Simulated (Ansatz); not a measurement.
PbS:
```
CELL_PARAMETERS angstrom
      0.00000     3.00432     3.00432
      3.00432     0.00000     3.00432
      3.00432     3.00432     0.00000
ATOMIC_POSITIONS crystal
  Pb 0.00000 0.00000 0.00000
  S  0.50000 0.50000 0.50000
```

Relaxed with PBE. Special points in fractions of this cell's reciprocal vectors: Γ (0.000, 0.000, 0.000); X (0.500, 0.000, 0.500); U (0.625, 0.250, 0.625); K (0.375, 0.375, 0.750); L (0.500, 0.500, 0.500); W (0.500, 0.250, 0.750).

### Question
List the band energies nearest the valence-band maximum at these points for plane-wave PAW PBE (Ansatz code).

### Answer
In eV from the valence-band maximum; about four levels below and three above (degenerate sets whole), none deeper than 8.9 eV; points with the same levels are listed once.

```
k                    below                above
-  -----------------------  -------------------
Γ  -6.06 -1.95 -1.95 -1.95       5.13 5.13 5.13
X  -7.10 -4.84 -3.16 -3.16  4.05 5.48 5.57 5.57
U  -7.79 -4.44 -2.68 -2.30       3.36 4.11 5.01
L   -8.59 -1.59 -1.59 0.00       0.49 2.07 2.07
W  -7.76 -4.10 -4.10 -0.91       2.24 4.68 4.68
```

Space group Fm-3m (rock salt). Symmetry was held in the PBE relaxation; of distortions, only those at the zone centre were tested. Scalar-relativistic: spin–orbit coupling is off unless named, which matters more the heavier the elements.

Potentials: the later of the program's two PAW sets.
